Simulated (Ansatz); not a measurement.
Relaxed-ion elastic tensor of Sr (bcc (W type), space group No. 229) in GPa (Voigt order), DFT-LDA in the program Ansatz with PAW potentials; density 3.05 g/cm³, 47.77 Å³ per atom.

```
16.6  12.3  12.3   0.0   0.0   0.0
12.3  16.6  12.3   0.0   0.0   0.0
12.3  12.3  16.6   0.0   0.0   0.0
 0.0   0.0   0.0  16.0   0.0   0.0
 0.0   0.0   0.0   0.0  16.0   0.0
 0.0   0.0   0.0   0.0   0.0  16.0
```

Task: Is the crystal mechanically stable?

Result: Yes: the smallest eigenvalue of C is 4.3 GPa.

Task: Work out the Voigt, Reuss and Hill averages.

Result: K_V = 13.7, K_R = 13.7, K_H = 13.7; G_V = 10.5, G_R = 4.5, G_H = 7.5 GPa.

Task: Give Young's modulus, Poisson's ratio, Pugh's ratio and the universal anisotropy index.

Result: E = 9KG/(3K + G) = 19.0 GPa; ν = 0.27; K/G = 1.83 (near the Pugh limit of 1.75, no verdict); A_U = 5G_V/G_R + K_V/K_R − 6 = 6.67.

Task: Estimate the sound speeds and the Debye temperature.

Result: v_l = √((K + 4G/3)/ρ) = 2790 m/s, v_t = √(G/ρ) = 1570 m/s, mean 1740 m/s; Θ = (h/k)(3n/4πV)^(1/3) v_m = 143 K.

Task: Give the Zener ratio and Young's modulus along [100], [110] and [111].

Result: A = 2C44/(C11 − C12) = 7.42; 1/E = S11 − 2(S11 − S12 − S44/2)Γ with Γ = 0, 1/4, 1/3 gives 6.2, 16.1, 34.6 GPa.

Space group Im-3m (bcc (W type)). This is a known high-temperature phase of the composition, computed here at zero pressure and temperature. Symmetry was held in the LDA relaxation; its stability against distortions is not shown here. The volume lies over 15 % below that of the usual cell of this phase: another minimum, or an error of the functional. As this level gives no gap, shear constants depend on the k-mesh and smearing (Fermi–Dirac, 0.1 eV here).

Potentials: the earlier of the program's two PAW sets. The files were generated under PBE; for other functionals the program regenerates the frozen cores, and for LDA and PBEsol the local potential too.
